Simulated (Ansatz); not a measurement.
An Ansatz input:

```yaml
crystal:
  lattice:
    - [-2.0869015303, 2.0869015303, 2.0869015303]
    - [2.0869015303, -2.0869015303, 2.0869015303]
    - [2.0869015303, 2.0869015303, -2.0869015303]
  atoms:
    - { symbol: Yb, position: [0.0, 0.0, 0.0] }
hamiltonian:
  xc: blyp
  pseudopotentials:
    kind: paw
    azcp:
      Yb: "pseudopotentials/Yb.paw.azcp"
basis:
  ecutwfc: 420
  fft_grid_basis: typed
kpoints:
  mp_grid: { grid: [17, 17, 17], shift: [0, 0, 0] }
magnetization:
  spin_polarized: false
scf:
  occupations: { method: fermi_dirac, width: 0.1 }
```

and its output:

```
Engine: ansatz 0.2.0, aarch64-unknown-linux-gnu
Pseudopotentials: kind: paw
Pseudopotential: Yb, paw, valence charge 24, recommended cutoff 420 eV (normal) 
Functional definition: BLYP
  parameter beta = 0.0042
  parameter a = 0.04918
  parameter b = 0.132
  parameter c = 0.2533
  parameter d = 0.349
  exchange = b88_x(beta = beta)
  correlation = lyp_c(a = a, b = b, c = c, d = d)
Crystal: 1 atoms, lattice volume = 36.355 Å³
Basis set: ecut = 420 eV, 683 PW (Γ), exchange–correlation on 50×50×50 points (8 copies of the dense FFT grid, shifted against one another)
Bands: 16, of which v1, the nominal top of the filled ones, is band 12 counted from 1 (11 counted from 0)
Symmetry: 48 space group operations
Space group: Im-3m (ITA 229), of the structure as read, at distance tolerance 3.3e-5 Å
k-points: 165 of 4913
Non-local potential: Yb, projectors of the file, l = 0: 3, l = 1: 2, l = 2: 2, l = 3: 3
PAW form: soft (Blöchl's): semilocal exchange-correlation on the pseudo side does not see the compensation charge
PAW frozen core: Yb, regenerated for the run's functional, and the local potential with it (the file was generated under x = pbe(κ = 0.804, μ = 0.2195149727645171), c = pbe(β = 0.06672455060314922))
PAW one-centre angular grid: Yb, 590 points (default); XC on 64 Gauss nodes
Initial density: superposition of atomic densities (neutral atoms: chi_scale 0, normalization atom), corrected by the library's trained network
Initial wavefunctions: pseudopotential atomic-orbital guess
Functional: x = b88, c = lyp
SCF iter   1: F=—  HF=-13818.363414 eV  |F-HF|=—  |Δ(HF+E_count)|=         —  Δρ=6.93e-3  dr2=1.83e-2  ethr=1.77e-3  ⟨swp⟩=5.3  Hψ=13003  notcnv=0
SCF iter   2: F=—  HF=-13818.358830 eV  |F-HF|=—  |Δ(HF+E_count)|=   4.58e-3  Δρ=4.14e-3  dr2=7.68e-3  ethr=7.64e-5  ⟨swp⟩=2.0  Hψ=5868  notcnv=0
SCF iter   3: F=—  HF=-13818.357762 eV  |F-HF|=—  |Δ(HF+E_count)|=   1.07e-3  Δρ=2.66e-3  dr2=3.74e-3  ethr=3.20e-5  ⟨swp⟩=1.0  Hψ=2656  notcnv=0
SCF iter   4: F=—  HF=-13818.357807 eV  |F-HF|=—  |Δ(HF+E_count)|=   4.51e-5  Δρ=4.67e-4  dr2=7.54e-5  ethr=1.56e-5  ⟨swp⟩=2.2  Hψ=4137  notcnv=0
SCF iter   5: F=—  HF=-13818.357837 eV  |F-HF|=—  |Δ(HF+E_count)|=   3.00e-5  Δρ=3.05e-4  dr2=2.44e-5  ethr=3.14e-7  ⟨swp⟩=2.3  Hψ=4832  notcnv=0
SCF iter   6: F=—  HF=-13818.357855 eV  |F-HF|=—  |Δ(HF+E_count)|=   1.80e-5  Δρ=2.09e-4  dr2=1.04e-5  ethr=1.02e-7  ⟨swp⟩=2.2  Hψ=4821  notcnv=0
SCF iter   7: F=—  HF=-13818.357850 eV  |F-HF|=—  |Δ(HF+E_count)|=   4.86e-6  Δρ=1.80e-5  dr2=7.98e-8  ethr=4.17e-10  ⟨swp⟩=3.3  Hψ=11244  notcnv=0
SCF iter   8: F=-13818.357850 eV  HF=-13818.357850 eV  |F-HF|=2.29e-8  |Δ(HF+E_count)|=   3.17e-7  Δρ=4.97e-6  dr2=6.89e-9  ethr=3.32e-10  ⟨swp⟩=3.3  Hψ=7134  notcnv=0
SCF 1 converged in 8 iterations: F = -13818.357850 eV  dr2 = 6.89e-9
SCF converged after 8 iterations
Free energy (F): -13818.357850 eV
Harris-Foulkes:  -13818.357850 eV  (|F-HF|=2.29e-8)
Internal energy: -13818.287655 eV  (E = F + TS)
E sigma→0 (E₀):  -13818.322753 eV
Entropy (-TS):   -0.070195 eV (-70.195 meV/atom)
Fermi energy:    10.984409 eV
--- Per-component energies (eV) ---
  E_band       = 3.784425
  E_kinetic    = 353.689333
  E_local      = -6305.340749  (includes V_loc(G=0)·N_el)
  E_nonlocal   = 546.108681
  E_hartree    = 2743.661871
  E_xc         = -160.323257
  E_vxc        = -199.373454  (∫ρ·V_xc dr)
  E_paw        = -7380.151162  (= ΣΔE_a)
  E_vpaw       = 121.378693  (= ΣTr[D̂ρ^β])
  E_aug_tail   = 0.000003  (compensation charges beyond the density's cutoff)
  E_ewald      = -3615.948613
  E_core_change = 0.016237  (= ΣΔE_core)
  E_smearing   = -0.070195  (= −TS)
  E_closure    = 0.000000  (closes the sum)
  Σ components = -13818.357850   (vs F -13818.357850, Δ=0.00e0)
```
